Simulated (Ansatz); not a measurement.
# BeH2O2 — ¹⁷O NMR of the central transition

Cell: a COD entry, taken as it stands.

Space group P2_12_12_1 (No. 19); a = 4.5328, b = 4.6252, c = 7.0379 Å.

| site | Wyckoff | site symmetry | x | y | z |
| --- | --- | --- | --- | --- | --- |
| Be | 4a | 1 | 0.0304 | 0.7073 | 0.6259 |
| H5 | 4a | 1 | 0.2686 | 0.0958 | 0.5577 |
| H9 | 4a | 1 | 0.3531 | 0.4372 | 0.7790 |
| O13 | 4a | 1 | 0.1915 | 0.1059 | 0.0426 |
| O17 | 4a | 1 | 0.1571 | 0.4218 | 0.7316 |

One atom of each set is listed.

Method: Kohn–Sham DFT in Ansatz, PBE, plane waves and PAW, scalar-relativistic, 420 eV cutoff, Γ-centred 5×5×3 k-points, Fermi–Dirac smearing 0.02 eV.

¹⁷O has I = 5/2 and Q = -25.58 mb (Pyykkö 2018); at 21.1 T its Larmor frequency is ν₀ = 121.8 MHz. Only the quadrupole interaction is simulated: positions count from each site's isotropic chemical shift, and J coupling is left out, as are shift anisotropy and dipolar coupling, which fast spinning averages.

Question: Give C_Q, η, the quadrupolar product P_Q = |C_Q|(1 + η²/3)^½, the second-order isotropic shift and the breadth of the pattern (fast magic-angle spinning) for each O site.

Answer: 

```csv
site,first shell,C_Q (MHz),η,P_Q (MHz),δ_QIS (ppm),breadth (kHz)
O13,"1 H at 0.96 Å, 2 Be at 1.62–1.64 Å; also 1 H at 1.99 Å",-6.72,0.52,7.02,-19.9,5.63
O17,"1 H at 0.95 Å, 2 Be at 1.62–1.65 Å; also 1 H at 2.01 Å",-6.55,0.52,6.84,-18.9,5.34
```

δ_QIS = −(ν_Q²/30ν₀²)[I(I+1) − 3/4](1 + η²/3) × 10⁶ ppm with ν_Q = 3|C_Q|/[2I(2I−1)]; it falls as 1/B₀² in ppm, and the breadth as 1/B₀ in kHz.

At O13 and O17 V_zz points along its shortest bond, to H (within 4°) in each case.

The calculated pressure of 6 GPa (PBE) comes largely from the unrelaxed atoms: it is 0.7 GPa once they are relaxed in the same cell. The largest force is 1.3 eV/Å, so the atoms aren't at the calculated equilibrium and relaxing them would move these values.
